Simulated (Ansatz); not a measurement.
CaF₂:
```xyz
12
Lattice="5.9274 0.0000 0.0000 0.0000 3.5629 0.0000 0.0000 0.0000 6.9716" Properties=species:S:1:pos:R:3 pbc="T T T"
Ca     1.4769     0.8907     6.1972
Ca     4.4505     2.6722     0.7744
Ca     1.4868     2.6722     2.7114
Ca     4.4406     0.8907     4.2602
F      2.8386     0.8907     1.1472
F      3.0887     2.6722     5.8244
F      0.1250     2.6722     4.6330
F      5.8023     0.8907     2.3386
F      3.8095     2.6722     2.9707
F      2.1179     0.8907     4.0010
F      5.0816     0.8907     6.4565
F      0.8458     2.6722     0.5152
```

Relaxed with r²SCAN.

**Question.** Give the Bader charges and basin volumes of the independent atoms, plane-wave PAW r²SCAN (Ansatz code).

**Answer.** 

```json
[
 {"atom": "Ca1", "Bader charge (e)": "+1.69", "Bader volume (Å³)": "11.1"},
 {"atom": "F5", "Bader charge (e)": "-0.85", "Bader volume (Å³)": "13.6"},
 {"atom": "F9", "Bader charge (e)": "-0.83", "Bader volume (Å³)": "12.1"}
]
```

Space group Pnma. The first step of the workflow began from a Materials Project structure, measured or hypothetical; the Crystallography Open Database copy checked does not list it. It is not the phase usual at ambient conditions (space group No. 225). The r²SCAN relaxation kept the symmetry of its start; whether a distortion lowers the energy is not shown.

Potentials: the later of the program's two PAW sets.
